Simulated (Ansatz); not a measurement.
Relaxed-ion elastic tensor of InPd (CsCl type, Pm-3m) in GPa (Voigt order), the program Ansatz at the LDA level (PAW); density 11.06 g/cm³, 16.61 Å³ per atom.

```tsv
	1	2	3	4	5	6
1	171	140	140	0.0	0.0	0.0
2	140	171	140	0.0	0.0	0.0
3	140	140	171	0.0	0.0	0.0
4	0.0	0.0	0.0	59.7	0.0	0.0
5	0.0	0.0	0.0	0.0	59.7	0.0
6	0.0	0.0	0.0	0.0	0.0	59.7
```

**Question.** Is the crystal mechanically stable?

**Answer.** Yes: the smallest eigenvalue of C is 30.8 GPa.

**Question.** Work out the Voigt, Reuss and Hill averages.

**Answer.** K_V = 151, K_R = 151, K_H = 151; G_V = 42.0, G_R = 27.7, G_H = 34.8 GPa.

**Question.** Give Young's modulus, Poisson's ratio, Pugh's ratio and the universal anisotropy index.

**Answer.** E = 9KG/(3K + G) = 97.1 GPa; ν = 0.39; K/G = 4.32 (ductile by the Pugh limit of 1.75); A_U = 5G_V/G_R + K_V/K_R − 6 = 2.57.

**Question.** Estimate the sound speeds and the Debye temperature.

**Answer.** v_l = √((K + 4G/3)/ρ) = 4220 m/s, v_t = √(G/ρ) = 1780 m/s, mean 2010 m/s; Θ = (h/k)(3n/4πV)^(1/3) v_m = 234 K.

**Question.** Give the Zener ratio and Young's modulus along [100], [110] and [111].

**Answer.** A = 2C44/(C11 − C12) = 3.88; 1/E = S11 − 2(S11 − S12 − S44/2)Γ with Γ = 0, 1/4, 1/3 gives 44.6, 96.7, 158 GPa.

**Question.** Solve the Christoffel equation for the three sound speeds along [100], [110], [111].

**Answer.** Eigenvalues of C_ijkl n_j n_l equal ρv². In km/s, slowest first: [100] 2.32, 2.32, 3.93; [110] 1.18, 2.32, 4.41; [111] 1.65, 1.65, 4.56.

Symmetry was held in the LDA relaxation; of distortions, only those at the zone centre were tested. The run is not spin-polarised. As this level gives no gap, shear constants depend on the k-mesh and smearing (Fermi–Dirac, 0.1 eV here).

Potentials: the later of the program's two PAW sets.
